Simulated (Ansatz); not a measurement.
## Elastic constants of C at 22 GPa (stress–strain coefficients): input and output

The calculation used DFT LDA, scalar-relativistic, plane waves, PAW in Ansatz.

Launched with:
```bash
ansatz run input.yaml --threads 1 --pin off --max-ram 3072MiB --backend cpu --events-out ev --progress --plain --runs-dir out
```

Input (bare energies are in eV):
```yaml
crystal:
  lattice:
    - [1.2057263803, 0.6961264503, 2.7164693103]
    - [-1.2057263803, 0.6961264503, 2.7164693103]
    - [0.0, -1.3922529005, 2.7164693103]
  atoms:
    - { symbol: C, position: [0.1659936138, 0.1659936138, 0.1659936138] }
    - { symbol: C, position: [0.8340063862, 0.8340063862, 0.8340063862] }
basis:
  ecutwfc: 420
kpoints:
  mp_grid: { grid: [12, 12, 12] }
hamiltonian:
  xc: lda
scf:
  occupations: { method: fixed }
output:
  forces: true
  stress: true
  eigenvalues: true
elastic:
  mode: relaxed_ion
  stencil: two_point
```

From the output:
```
--- Elastic constants: 3 strain directions × 2 members + reference (group order 12) ---
  dense FFT box of the reference and of every strained cell: 24×24×24
  strains applied: 11, 33, 23; error gains: componentwise 1.00 (the most a stress slope's error grows in a printed constant), spectral 1.41 (1 for all six strains in a standard setting)
  C = ∂σ_k/∂η_j (tension-positive GPa; Voigt order 11 22 33 23 13 12):
      1459.252    323.475     13.878     10.054      0.000      0.000
       323.475   1459.252     13.878    -10.054      0.000      0.000
        13.528     13.528    227.530      0.000      0.000      0.000
         9.924     -9.924      0.000     29.562      0.000      0.000
         0.000     -0.000      0.000     -0.000     29.562      9.924
         0.000     -0.000      0.000     -0.000     10.054    567.889
  reference stress σ⁰ (GPa):    -21.999    -21.999    -21.996      0.000      0.000      0.000
  C* (energy form; C + prestress term) asymmetry max|C*_kj − C*_jk| = 3.463e-1 GPa — a small one proves nothing (zero by symmetry where the batch's group is 432, −43m or m−3m); a large one is finite-difference/SCF noise where every solve ...
  moduli (Voigt/Reuss/Hill, GPa): K = 427.53/185.64/306.59   G = 311.75/64.16/187.95   E = 468.18   ν = 0.245
  mechanically stable: yes (min eigenvalue of sym C = 29.38 GPa)
  the stresses are not corrected for the forces that the relaxations left standing (`elastic.f_tol`)
  strain η (Voigt 11):  stress-route row diagonal C_11 = 1459.25 GPa, energy-path curvature d²(F+E_count+ΔE)/dδ²/Ω₀ = 1459.67 GPa
         δ    σ_11 (GPa) F (eV) n_scf n_hpsi n_pw
    -2.000e-3     -24.9335        -485.7975307       2   42420    277   relax 3 steps, max|allowed force component| 4.93e-5 eV/Å
     2.000e-3     -19.0965        -485.8050377       2   42431    277   relax 3 steps, max|allowed force component| 1.99e-6 eV/Å
  strain η (Voigt 33):  stress-route row diagonal C_33 = 227.53 GPa, energy-path curvature d²(F+E_count+ΔE)/dδ²/Ω₀ = 226.73 GPa
         δ    σ_33 (GPa) F (eV) n_scf n_hpsi n_pw
    -2.000e-3     -22.4557        -485.7977548       2   16790    276   relax 3 steps, max|allowed force component| 9.30e-8 eV/Å
     2.000e-3     -21.5455        -485.8052456       2   16802    277   relax 2 steps, max|allowed force component| 1.87e-5 eV/Å
  strain η (Voigt 23):  stress-route row diagonal C_44 = 29.56 GPa, energy-path curvature d²(F+E_count+ΔE)/dδ²/Ω₀ = 40.41 GPa
         δ    σ_23 (GPa) F (eV) n_scf n_hpsi n_pw
    -2.000e-3      -0.0587        -485.8015301       2   42402    277   relax 3 steps, max|allowed force component| 2.19e-6 eV/Å
     2.000e-3       0.0595        -485.8015300       2   42423    277   relax 3 steps, max|allowed force component| 1.56e-6 eV/Å
```

The run took 110 s on 1 thread of Intel(R) Xeon(R) Processor @ 2.50GHz (Skylake/Cascade Lake), with other jobs on the host, peak memory 0.37 GiB.

The crystal is built of layers and no dispersion correction was added, so the binding between them is poorly described, and with it their spacing and whatever depends on it. The bands were filled as in an insulator; under compression the gap may have closed between mesh points.